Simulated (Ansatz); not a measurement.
Consider the following.

Cs$_{2}$NaLaCl$_{6}$:
```
Cs2NaLaCl6
1.0
    0.00000     5.32959     5.32959
    5.32959     0.00000     5.32959
    5.32959     5.32959     0.00000
Cs Na La Cl
2 1 1 6
Direct
  0.75000   0.75000   0.75000
  0.25000   0.25000   0.25000
  0.50000   0.50000   0.50000
  0.00000   0.00000   0.00000
  0.74600   0.25400   0.25400
  0.25400   0.74600   0.74600
  0.25400   0.74600   0.25400
  0.74600   0.25400   0.74600
  0.25400   0.25400   0.74600
  0.74600   0.74600   0.25400
```

This is the LDA-relaxed structure.

Problem. All from plane-wave PAW LDA (Ansatz code), unless another level is named. Estimate the highest zone-centre frequency (without LO–TO term).

Solution. 295 cm⁻¹.

Problem. Predict the Young's modulus.

Solution. 29.9 GPa.

Space group Fm-3m. The first step of the workflow began from a Materials Project structure, measured or hypothetical; the Crystallography Open Database copy checked does not list it. Its standing as an ambient phase is unchecked. The LDA relaxation kept the symmetry of its start; phonons on a q-mesh show weakly imaginary modes. Spin–orbit coupling is left out wherever it is not named.

Potentials: the later of the program's two PAW sets.
